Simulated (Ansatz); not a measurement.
CuPd in space group Cmmm (No. 65; Cu on 2a, Pd on 2c) under volume change, plane-wave PAW PBEsol (Ansatz code), shape and atoms relaxed at each volume.

```json
[
 {"V (Å³/atom)": "12.045", "E − E(relaxed) (meV/atom)": "72.8", "P (GPa)": "21.56"},
 {"V (Å³/atom)": "12.442", "E − E(relaxed) (meV/atom)": "30.3", "P (GPa)": "13.02"},
 {"V (Å³/atom)": "12.839", "E − E(relaxed) (meV/atom)": "7.1", "P (GPa)": "5.91"},
 {"V (Å³/atom)": "13.236", "E − E(relaxed) (meV/atom)": "0.0", "P (GPa)": "0.00"},
 {"V (Å³/atom)": "13.633", "E − E(relaxed) (meV/atom)": "?", "P (GPa)": "?"},
 {"V (Å³/atom)": "14.031", "E − E(relaxed) (meV/atom)": "23.7", "P (GPa)": "-8.99"},
 {"V (Å³/atom)": "14.428", "E − E(relaxed) (meV/atom)": "?", "P (GPa)": "?"}
]
```

Complete the blanks.


- 13.633, E − E(relaxed) (meV/atom): 6.3
- 13.633, P (GPa): -4.91
- 14.428, E − E(relaxed) (meV/atom): 50.2
- 14.428, P (GPa): -12.35

What does a third-order Birch–Murnaghan fit give for V₀, B₀ and B′?

V₀ = 13.24 Å³/atom, B₀ = 179 GPa, B′ = 5.2.

The first step of the workflow began from a Materials Project structure, measured or hypothetical; the Crystallography Open Database copy checked does not list it. COD files the formula under space group No. 221. With Cu and Pd taken as one species the cell has the higher symmetry I4/mmm, so it may be an ordered model of a mixed-site phase. Whether it is the stable phase at ambient conditions was not checked. Symmetry was held in the PBEsol relaxation. At this level the phase is dynamically unstable (imaginary phonons). No spin polarisation was allowed.

Potentials: the later of the program's two PAW sets.
